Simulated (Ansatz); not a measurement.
CaTiF$_{6}$:
```
CELL_PARAMETERS angstrom
      2.86525     1.65425     4.68196
     -2.86525     1.65425     4.68196
      0.00000    -3.30850     4.68196
ATOMIC_POSITIONS crystal
  Ca 0.50000 0.50000 0.50000
  Ti 0.00000 0.00000 0.00000
  F  0.77165 0.77165 0.22843
  F  0.22835 0.22835 0.77157
  F  0.22843 0.77165 0.77165
  F  0.77157 0.22835 0.22835
  F  0.77165 0.22843 0.77165
  F  0.22835 0.77157 0.22835
```

Cartesian axes are those of the cell as given.

Give the high-frequency dielectric tensor and the Born effective charge tensors of the independent atoms from DFPT, plane-wave PAW LDA (Ansatz code).


ε∞:
```
2.20  0.00  0.00
0.00  2.20  0.00
0.00  0.00  2.20
```
Z* of atom 1 (Ca), rows: field, columns: displacement, in e:
```
2.81  0.00  0.00
0.00  2.81  0.00
0.00  0.00  2.81
```
Z* of atom 2 (Ti), rows: field, columns: displacement, in e:
```
4.52  0.00  0.00
0.00  4.52  0.00
0.00  0.00  4.52
```
Z* of atom 3 (F), rows: field, columns: displacement, in e:
```
-0.58   0.00   0.00
 0.00  -1.86  -0.91
 0.00  -0.91  -1.22
```

Space group Fm-3m. The first step of the workflow began from a Materials Project structure, measured or hypothetical; the Crystallography Open Database copy checked does not list it. COD files the formula under space group No. 166. Whether it is the stable phase at ambient conditions was not checked. The cell was relaxed with LDA under the symmetry of its start; phonons show weakly imaginary modes. The run is not spin-polarised.

Potentials: the later of the program's two PAW sets.
